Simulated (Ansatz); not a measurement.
57Fe Mössbauer parameters in AlN with Fe replacing Al

Cell: a supercell of AlN (wurtzite type, P6_3mc) built from a structure deposited in the COD, with the ions relaxed around the defect (PBE).

Space group P3m1 (No. 156); a = 6.2260, c = 9.9620 Å, γ = 120.00°.

```csv
site,Wyckoff,site symmetry,x,y,z
Fe,1a,3m.,0.0000,0.0000,0.0004
Al2,1a,3m.,0.0000,0.0000,0.4984
Al3,3d,.m.,0.9991,0.4995,0.9998
Al4,3d,.m.,0.9996,0.4998,0.4996
Al9,3d,.m.,0.1676,0.8324,0.2505
Al10,3d,.m.,0.1668,0.8332,0.7482
Al15,1c,3m.,0.6667,0.3333,0.2496
Al16,1c,3m.,0.6667,0.3333,0.7494
N17,1a,3m.,0.0000,0.0000,0.1975
N18,1a,3m.,0.0000,0.0000,0.6895
N19,3d,.m.,0.0001,0.5000,0.1906
N20,3d,.m.,0.9992,0.4996,0.6899
N25,3d,.m.,0.1672,0.8329,0.4411
N26,3d,.m.,0.1710,0.8290,0.9384
N31,1c,3m.,0.6667,0.3333,0.4401
N32,1c,3m.,0.6667,0.3333,0.9405
```

One atom of each set is listed.

The numbers come from a DFT calculation in Ansatz (PBE, plane waves and PAW, scalar-relativistic, collinear spin, 420 eV cutoff, Γ-centred 4×4×2 k-points, Fermi–Dirac smearing 0.01 eV). Start moments as typed (μB): 5 on each Fe, none on the rest. The program fits them to the shells of the files, so those used differ somewhat.

Isomer shifts (against α-Fe) follow from the electron density at the nucleus, δ = α(ρ − ρ₀), with α = -0.366 mm s⁻¹ a₀³ and ρ₀ = 14904.00 a₀⁻³ from a line fitted to 10 measured compounds at this level of theory (rms miss 0.11 mm/s). ΔE_Q = ½eQV_zz(1 + η²/3)^½ with Q = 0.160 b for the 14.4 keV state. B_c is the Fermi-contact field along the atom's own moment; orbital and dipolar fields are not included.

Question: Where do the absorption lines lie when the magnetic splitting is averaged out (above the ordering temperature, with the gradients of this state)?

Answer: Fe (1 atom a cell): δ = 0.05, |ΔE_Q| = 0.18 mm/s, a doublet at -0.05 and 0.14 mm/s.

Question: And the six lines of Fe from the contact field alone, leaving the quadrupole term aside?

Answer: With |B_c| = 22.8 T and nuclear moments 0.090604 and -0.15532 μN the lines lie at -3.62, -2.08, -0.53, 0.63, 2.17, 3.72 mm/s, in the ratio 3:2:1:1:2:3 for a powder.

The defect repeats with the cell of 32 atoms, so it feels its images: sites between two images don't show the values beside a lone defect, and zeros or small values of η there can come from the images' arrangement. The centre was started off its lattice site, so that it could distort. With these PAW files V_zz is typically within 2 to 3 % of all-electron values, but misses above 10 % occur on Fe. The cell keeps the host's lattice, where the PBE pressure is 5 GPa. Semilocal functionals underestimate the core's spin polarisation, so contact fields of ionic iron come out too small in magnitude. On Fe B_c is a small difference of large parts, and can be wrong severalfold and even in sign.
